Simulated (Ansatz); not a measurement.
A plane-wave DFT run in Ansatz 0.2.0 (scalar-relativistic PAW potentials unless the input names others): input and command.

```yaml
crystal:
  lattice:
    - [4.839616, -0.177056, 0.087453]
    - [-0.183332, 5.272859, -0.019211]
    - [0.094513, -0.029291, 4.440872]
  atoms:
    - { symbol: C, position: [0.9138738598, 0.5107968886, 0.3568415983] }
    - { symbol: C, position: [0.7850983429, 0.7459619326, 0.4236391221] }
    - { symbol: C, position: [0.9297163408, 0.8902315353, 0.656518156] }
    - { symbol: C, position: [0.2928413923, 0.2770631309, 0.1424250708] }
    - { symbol: C, position: [0.0448276098, 0.4083018668, 0.6314784433] }
    - { symbol: B, position: [0.8202511925, 0.1492750445, 0.7915257866] }
    - { symbol: B, position: [0.4948106562, 0.7930707839, 0.3119598752] }
    - { symbol: B, position: [0.97847582, 0.3351010575, 0.0696138087] }
    - { symbol: B, position: [0.3812429294, 0.8203176651, 0.9615453891] }
    - { symbol: B, position: [0.2958202501, 0.9171735022, 0.6133807568] }
    - { symbol: B, position: [0.4702825513, 0.1368792717, 0.8890660397] }
    - { symbol: B, position: [0.2328779283, 0.5799072582, 0.1615685295] }
    - { symbol: B, position: [0.2637953637, 0.2233523443, 0.489844684] }
    - { symbol: B, position: [0.1016907356, 0.6701220808, 0.8084694612] }
  symmetry: { detect: false }
basis:
  ecutwfc: 420
kpoints:
  mp_grid: { grid: [7, 6, 8] }
hamiltonian:
  xc: pbe
scf:
  occupations: { method: gaussian, width: 0.1 }
  mixing: { algorithm: msr1, beta: 0.9, ndim: 4 }
output:
  forces: true
  eigenvalues: true
  stress: true
```

```bash
ansatz run input.yaml --threads 2 --pin off --max-ram 5120MiB --backend cpu --events-out ev --progress --plain --runs-dir out
```

Abridged log:
```
Basis set: ecut = 420 eV, 2203 PW (Γ), exchange–correlation on 72×72×60 points (8 copies of the dense FFT grid, shifted against one another)
Bands: 38, of which v1, the nominal top of the filled ones, is band 24 counted from 1 (23 counted from 0)
Symmetry: 1 space group operations
k-points: 170 of 336 (time reversal used)
SCF iter   1: F=—  HF=-2651.155100 eV  |F-HF|=—  |Δ(HF+E_count)|=         —  Δρ=1.03e-2  dr2=1.45e-1  ethr=1.77e-3  ⟨swp⟩=6.0  Hψ=31825  notcnv=0  defer=336
SCF iter   2: F=—  HF=-2651.129825 eV  |F-HF|=—  |Δ(HF+E_count)|=   2.53e-2  Δρ=3.14e-3  dr2=1.07e-2  ethr=3.09e-4  ⟨swp⟩=2.0  Hψ=11396  notcnv=0  defer=593
SCF iter   3: F=—  HF=-2651.128904 eV  |F-HF|=—  |Δ(HF+E_count)|=   9.21e-4  Δρ=1.28e-3  dr2=3.27e-3  ethr=2.28e-5  ⟨swp⟩=2.0  Hψ=8805  notcnv=0  defer=593
SCF iter   4: F=—  HF=-2651.128645 eV  |F-HF|=—  |Δ(HF+E_count)|=   2.58e-4  Δρ=4.28e-4  dr2=3.93e-4  ethr=6.96e-6  ⟨swp⟩=2.0  Hψ=8623  notcnv=0  defer=593
SCF iter   5: F=—  HF=-2651.128754 eV  |F-HF|=—  |Δ(HF+E_count)|=   1.09e-4  Δρ=1.70e-4  dr2=7.14e-5  ethr=8.37e-7  ⟨swp⟩=2.3  Hψ=8164  notcnv=0  defer=593
SCF iter   6: F=—  HF=-2651.128785 eV  |F-HF|=—  |Δ(HF+E_count)|=   3.14e-5  Δρ=6.41e-5  dr2=1.04e-5  ethr=1.52e-7  ⟨swp⟩=2.2  Hψ=8182  notcnv=0  defer=593
SCF iter   7: F=—  HF=-2651.128791 eV  |F-HF|=—  |Δ(HF+E_count)|=   5.17e-6  Δρ=2.34e-5  dr2=1.52e-6  ethr=2.21e-8  ⟨swp⟩=2.1  Hψ=8322  notcnv=0  defer=593
SCF iter   8: F=—  HF=-2651.128791 eV  |F-HF|=—  |Δ(HF+E_count)|=   6.04e-7  Δρ=1.43e-5  dr2=3.31e-7  ethr=3.23e-9  ⟨swp⟩=2.3  Hψ=8405  notcnv=0  defer=593
SCF iter   9: F=—  HF=-2651.128791 eV  |F-HF|=—  |Δ(HF+E_count)|=   7.86e-8  Δρ=7.84e-6  dr2=1.17e-7  ethr=2.13e-10  ⟨swp⟩=12.1  Hψ=34311  notcnv=0
SCF iter  10: F=-2651.128791 eV  HF=-2651.128791 eV  |F-HF|=8.51e-10  |Δ(HF+E_count)|=   7.73e-9  Δρ=2.29e-6  dr2=1.13e-8  ethr=2.13e-10  ⟨swp⟩=4.3  Hψ=19342  notcnv=0
SCF 1 converged in 10 iterations: F = -2651.128791 eV  dr2 = 1.13e-8
SCF converged after 10 iterations
Free energy (F): -2651.128791 eV
Harris-Foulkes:  -2651.128791 eV  (|F-HF|=8.51e-10)
Internal energy: -2651.115777 eV  (E = F + TS)
E sigma→0 (E₀):  -2651.122284 eV
Entropy (-TS):   -0.013014 eV (-0.930 meV/atom)
Fermi energy:    7.992976 eV
--- Forces (eV/Å), atoms counted from 1 ---
  atom   1  C     -0.01482741    -0.01374274     0.04340568
  atom   2  C      0.00757894     0.02761518     0.00249358
  atom   3  C     -0.06326485     0.01654247    -0.05675323
  atom   4  C      0.05741984     0.02229122     0.12296338
  atom   5  C     -0.10790232    -0.04355764    -0.06924744
  atom   6  B      0.02890497     0.03106988     0.00962020
  atom   7  B     -0.03043625    -0.02806680    -0.06740077
  atom   8  B     -0.01073991    -0.04156547     0.02838228
  atom   9  B     -0.00242328     0.04387285     0.04899485
  atom  10  B     -0.02508886     0.00105339     0.04086620
  atom  11  B      0.02570489    -0.03837173    -0.04672739
  atom  12  B      0.04167840     0.02255263    -0.01744996
  atom  13  B      0.07238790     0.02301745    -0.07959146
  atom  14  B      0.02111124    -0.02275760     0.04045701
--- Stress (GPa, compression-positive) ---
        0.162334       0.444607      -0.210451
        0.444602       0.527957      -0.077415
       -0.210454      -0.077415      -0.707865
  P = ⅓ Tr σ = -0.0059 GPa (-0.059 kbar)
```

Apart from outputs and empty bands, the input differs from a reference run on usual settings in scf.mixing.algorithm: not typed → "msr1"; scf.mixing.beta: not typed → 0.9; scf.mixing.ndim: not typed → 4; crystal.symmetry: not typed → {"detect": false}. The reference, at the same geometry (not necessarily relaxed), gave pressure -0.01 GPa, largest force 0.138 eV/Å, no gap on the mesh. This run converged in 10 SCF iterations (reference: 9) with an energy at zero smearing within 0.01 meV/atom of the reference's, pressure -0.01 GPa, largest force 0.138 eV/Å, no gap on the mesh.

The run took 42 s on 2 threads of Arm Neoverse V2 (shared host), peak memory 0.74 GiB.